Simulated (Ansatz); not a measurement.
Input:

Nb3Sn (A15, Cr3Si type)

```cif
data_Nb6Sn2
_chemical_formula_sum 'Nb6 Sn2'
_space_group_name_H-M_alt 'P 1'
_space_group_IT_number 1
_cell_length_a 5.30438
_cell_length_b 5.30438
_cell_length_c 5.30438
_cell_angle_alpha 90.000
_cell_angle_beta 90.000
_cell_angle_gamma 90.000
loop_
_space_group_symop_operation_xyz
  'x, y, z'
loop_
_atom_site_label
_atom_site_type_symbol
_atom_site_fract_x
_atom_site_fract_y
_atom_site_fract_z
_atom_site_occupancy
Nb1 Nb 0.25000 0.00000 0.50000 1
Nb2 Nb 0.75000 0.00000 0.50000 1
Nb3 Nb 0.00000 0.50000 0.25000 1
Nb4 Nb 0.00000 0.50000 0.75000 1
Nb5 Nb 0.50000 0.25000 0.00000 1
Nb6 Nb 0.50000 0.75000 0.00000 1
Sn1 Sn 0.00000 0.00000 0.00000 1
Sn2 Sn 0.50000 0.50000 0.50000 1
```

The volume is varied about the relaxed value V₀ at fixed cell shape. Symmetry pins the atoms to their sites.

Computed with r2SCAN (plane waves to 500 eV, PAW, scalar-relativistic; Ansatz, a first-principles code). k mesh 9×9×9 (Γ-centred), Fermi-Dirac smearing 0.05 eV. E stands for the smeared free energy. Stress and pressure are positive under compression. Nb3Sn is run without spin polarisation. Nb3Sn was relaxed with its symmetry unable to fall. The zero of ΔE is the relaxed starting cell.

The scan covers V/V₀ from 0.840 to 1.160 in 13 points.

### Question
What pressure does the cell carry at V/V₀ = 0.840?

### Answer
42.2 GPa.

### Question
What is ΔE at V/V₀ = 1.160?

### Answer
196 meV/atom.

### Question
What is ΔE at V/V₀ = 0.840?

### Answer
339 meV/atom.

(Under strain, the slope of the energy per volume gives the stress and its curvature an elastic modulus.)
